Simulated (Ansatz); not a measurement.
GePd (rock salt, Fm-3m) under volume change, PBE in the plane-wave PAW code Ansatz, scaled uniformly.

```tsv
V (Å³/atom)	E − E(relaxed) (meV/atom)	P (GPa)
16.131	?	?
16.663	24.1	7.73
17.194	5.7	3.51
17.726	0.0	0.00
18.258	5.0	-2.94
18.790	?	?
19.321	40.4	-7.43
```

Problem. Some entries are withheld; supply them.

Solution. 
- 18.790, E − E(relaxed) (meV/atom): 19.0
- 18.790, P (GPa): -5.39
- 16.131, E − E(relaxed) (meV/atom): 57.9
- 16.131, P (GPa): 12.80

Problem. What does a third-order Birch–Murnaghan fit give for V₀, B₀ and B′?

Solution. V₀ = 17.72 Å³/atom, B₀ = 107 GPa, B′ = 5.0.

A made-up cell: these elements were put on the sites of a structure type; neither database checked (COD, Materials Project) lists it. COD files the formula under space group No. 62, so this cell is another polymorph or a model. Whether it is the stable phase at ambient conditions was not checked. Symmetry was held in the PBE relaxation; its stability against distortions is not shown here. The run is not spin-polarised.

Potentials: the later of the program's two PAW sets.
